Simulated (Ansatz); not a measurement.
# Ni (diamond): energy against volume

These are results of Ansatz, DFT, PBEsol, plane waves (420 eV) with PAW, scalar-relativistic, not measurements. The PAW files were generated under PBE, with cores re-solved for the functional.

The cell is scaled uniformly from the relaxed one, with fractional coordinates and shape fixed. Energies are extrapolated to zero smearing, pressures are those at the given smearing. Magnetic state: spin not included. It is not the lowest magnetic state of this structure.

A Birch-Murnaghan fit gives V₀ = 15.60 Å³/atom, B₀ = 109 GPa, B₀′ = 4.8.

Problem. What are the energy above the minimum and the pressure at 14.401 Å³/atom?

Solution. 36.8 meV/atom and 10.95 GPa as computed.

Problem. What are the energy above the minimum and the pressure at 15.027 Å³/atom?

Solution. 7.8 meV/atom and 4.84 GPa as computed.

Problem. What are the energy above the minimum and the pressure at 16.280 Å³/atom?

Solution. 9.2 meV/atom and -3.85 GPa as computed.
